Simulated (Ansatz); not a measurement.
W2C in space group P-3m1 (No. 164; C on 1a, W on 2d) at seven volumes, PBEsol in the plane-wave PAW code Ansatz, shape and atoms relaxed at each. One row is withheld.

| V (Å³/atom) | P (GPa) |
|---|---|
| 11.232 | 38.23 |
| 11.602 | 23.23 |
| 11.973 | ? |
| 12.343 | 0.00 |
| 12.713 | -9.26 |
| 13.084 | -17.04 |
| 13.454 | -23.61 |

Task: Fit the shown pressures and predict the withheld one.

Result: P = (3/2)B₀(x^(7/2) − x^(5/2))[1 + (3/4)(B′ − 4)(x − 1)] with x = (V₀/V)^(2/3). Least squares on the six rows gives V₀ = 12.339 Å³/atom, B₀ = 330 GPa, B′ = 4.39. At V = 11.973, x = 1.0203 and P = 10.62 GPa. The run itself gave 10.74 GPa.

The cell was relaxed with PBEsol under the symmetry of its start. The run is not spin-polarised. Scalar-relativistic: spin–orbit coupling is off unless named, which matters more the heavier the elements.

Potentials: the later of the program's two PAW sets.
